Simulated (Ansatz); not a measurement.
HfScTaN$_{3}$ in space group P3m1 (No. 156; Pearson symbol hP6), DFT-PBE in the program Ansatz with PAW potentials, all energies at zero smearing, with the estimated change up to a 700 eV cutoff added, with one set of potentials and settings (totals compare only within such a set). Cell of 6 atoms (1 Hf, 1 Sc, 1 Ta, 3 N): -28952.572 eV.

| element | reference phase | E (eV/atom) |
|---|---|---|
| Hf | P6_3/mmc, 2 atoms in the cell | -15722.2087 |
| Sc | P6_3/mmc, 2 atoms in the cell | -2135.8109 |
| Ta | Im-3m, 1 atoms in the cell | -9933.2341 |
| N | Pa-3, 8 atoms in the cell | -384.0342 |

Formation energy per atom, worked out: (-28952.572 − 1×(-15722.2087) − 1×(-2135.8109) − 1×(-9933.2341) − 3×(-384.0342))/6 = -1.536 eV/atom (-148 kJ per mol of atoms), at 0 K, without zero-point energy or fitted corrections.

The start of the workflow was typed in or built on a structure type; neither database checked (COD, Materials Project) lists it. Its standing as an ambient phase is unchecked. The PBE relaxation kept the symmetry of its start; whether a distortion lowers the energy is not shown. No spin polarisation was allowed. The references are the lowest solids computed at this level, not always the standard phases (solids in place of the gases). Spin–orbit coupling is left out wherever it is not named.

Potentials: the earlier of the program's two PAW sets.
